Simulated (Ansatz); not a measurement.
Sc (hcp, Mg type) is sheared across one (0001) plane: the third cell vector gains the shift, so faults repeat every 15.6 Å. The cut lies between planes 2.60 Å apart; the cell height is held.

```xyz
6
Lattice="3.3295 0.0000 0.0000 1.6647 2.8834 0.0000 0.0000 0.0000 15.5758" Properties=species:S:1:pos:R:3 pbc="T T T"
Sc     1.6647     0.9611     1.2980
Sc     1.6647     0.9611     6.4899
Sc     1.6647     0.9611    11.6819
Sc     3.3295     1.9223    14.2778
Sc     3.3295     1.9223     3.8940
Sc     3.3295     1.9223     9.0859
```

In-plane vectors a = (3.329, 0.000) Å, b = (1.665, 2.883) Å, area 9.60 Å². The shift is s times the vector a + b (length 5.767 Å), so s = 1 restores the start. Atoms relax along the normal only. γ = [E(shift) − E(0)] / area.

Calculation: r2SCAN (plane waves to 500 eV, PAW, scalar-relativistic; Ansatz, a quantum-chemistry and plane-wave program). k mesh 13×13×3 (Γ-centred), Fermi-Dirac smearing 0.05 eV. E is the zero-smearing estimate. With partly filled bands, the k mesh leaves noise in γ, roughly 0.02 J/m² as judged from a few cases. Faults lie only 15.6 Å apart, and holding the cell height raises γ above its relaxed value. Sc is run without spin polarisation. Sc was relaxed with its symmetry unable to fall. The zero of γ is zero shift. The last digit holds for this mesh only.

| s | γ (J/m²) |
|---|---|
| 0.000 | 0.00 |
| 0.083 | 0.12 |
| 0.167 | 0.39 |
| 0.250 | withheld |
| 0.333 | 0.61 |
| 0.417 | withheld |
| 0.500 | 0.43 |
| 0.583 | 0.26 |
| 0.667 | 0.20 |
| 0.750 | 0.24 |
| 0.833 | 0.23 |
| 0.917 | 0.10 |

Q: Fit a Fourier form (three harmonics of 1 − cos and sin) to the given rows and predict γ at s = 0.250.

A: Least squares on the 10 given rows: γ = (0.173)·[1 − cos(2πs)] + (0.164)·sin(2πs) + (0.096)·[1 − cos(4πs)] + (-0.076)·sin(4πs) + (0.040)·[1 − cos(6πs)] + (-0.003)·sin(6πs), in J/m²; root-mean-square residual 0.004 J/m². At 0.250 the fit gives 0.57 J/m²; the calculation gives 0.56 J/m², so the interpolation is off by 0.01 (+1.8 %). 

(The slope of γ gives the shear force per area between the displaced halves; near zero shift its curvature is an elastic stiffness.)
